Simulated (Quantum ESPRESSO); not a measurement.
# Computed records: Zr2TaAlO8 (made-up cell)

Computed with Quantum ESPRESSO 7.5. Calculation on a made-up crystal cell, not a measurement, rerun at a higher cutoff and a denser mesh: periodic Kohn-Sham density functional theory in plane waves with PseudoDojo standard norm-conserving scalar-relativistic pseudopotentials, each functional with its own files (v0.5 for PBE, v0.4.1 for LDA and PBEsol), no spin polarisation, no spin-orbit coupling, atoms not relaxed, stress positive in tension, energies less a fixed whole-eV offset for each atom's element; levels are Kohn-Sham levels at fractions of this cell's reciprocal vectors, counted from the reference band (half the neutral cell's valence electrons, rounded up) at Gamma; error bars give the change to or from the runs named with them, not the error of the files; each bar is the largest change over components, and at least 0.002 eV, 0.002 eV per angstrom or 0.02 GPa; no dispersion term; energies are for the whole cell, and the offsets were chosen from early runs and are not element reference energies; machines and their load varied, so run times do not measure scaling.

```xyz
12
Lattice="5.2316 -0.0325 -0.0527 -0.0325 5.1853 -0.0126 -0.0527 -0.0126 5.2748" Properties=species:S:1:pos:R:3 formula=Zr2TaAlO8 lattice_type=fluorite functional=pbe cutoff=1467 fermi_dirac_smearing=0.025 scf_tolerance=1e-07 electrons_removed=0 run_command=mpirun_-np_4_pw.x_-nk_4_-in_in run_processor=AMD_EPYC,Zen_5_class,virtual_cores k_mesh=6_x_6_x_6,shifted_by_half_a_step free_energy_less_offsets=-0.3378 scf_iterations=18 smearing_term_minus_ts=0 pressure=-21.61 stress_xx=19.62 stress_yy=20.39 stress_zz=24.83 stress_yz=-0.5138 stress_xz=-1.018 stress_xy=-0.3814 reference_band=44 error_bar_energy=0.002 error_bar_stress=0.03656 error_bar_force=0.003016 error_bar_next_band_up=0.002 error_bars_from=change_from_the_looser_run_of_this_cell wall_time_of_scf_and_band_steps_on_a_shared_machine=495.7
Ta    -0.0742    -0.0327    -0.1717
Zr     0.0204     2.5021     2.5549
Al     2.4930    -0.1676     2.5890
Zr     2.6896     2.4661    -0.0031
O      1.3839     1.2643     1.2614
O      1.0754     1.3378     3.9879
O      1.3516     3.8372     1.0783
O      1.3556     3.9542     4.0595
O      3.9642     1.1278     1.2684
O      4.0591     1.2520     3.9666
O      3.8219     3.9046     1.2480
O      3.8428     3.7816     3.7760
```

Units: cutoff, fermi_dirac_smearing, scf_tolerance, free_energy_less_offsets, smearing_term_minus_ts, error_bar_energy, error_bar_next_band_up in eV; pressure, stress_xx, stress_yy, stress_zz, stress_yz, stress_xz, stress_xy, error_bar_stress in GPa; error_bar_force in eV/Å; wall_time_of_scf_and_band_steps_on_a_shared_machine in s.

Atoms:
| atoms element | atom site | atom energy offset (eV) |
| --- | --- | --- |
| Ta | 1 | -1770 |
| Zr | 2 | -1377 |
| Al | 3 | -64 |
| Zr | 4 | -1377 |
| O | 5 | -452 |
| O | 6 | -452 |
| O | 7 | -452 |
| O | 8 | -452 |
| O | 9 | -452 |
| O | 10 | -452 |
| O | 11 | -452 |
| O | 12 | -452 |

Forces:
| site | x (eV/Å) | y (eV/Å) | z (eV/Å) |
| --- | --- | --- | --- |
| 1 | 0.5137 | -0.5597 | 0.1604 |
| 2 | 0.03343 | 0.2674 | -0.819 |
| 3 | 0.1235 | -1.065 | -1.208 |
| 4 | -0.6977 | 0.9173 | 0.7138 |
| 5 | -0.1856 | -0.8456 | 0.9414 |
| 6 | 1.794 | -0.5643 | -0.05889 |
| 7 | -1.53 | 0.2214 | 2.499 |
| 8 | -0.9848 | 1.148 | -2.425 |
| 9 | 0.7186 | 0.8758 | -0.1566 |
| 10 | -2.028 | -0.9924 | 0.3233 |
| 11 | 1.025 | -0.6906 | -0.8766 |
| 12 | 1.218 | 1.288 | 0.9059 |

Levels:
| level k point | next band up (eV) |
| --- | --- |
| Gamma | 1.287 |
| (1/2,1/2,1/2) | 2.16 |
| (0.15,0,0) | 1.492 |
| (0,0.15,0) | 1.348 |
| (0,0,0.15) | 1.467 |
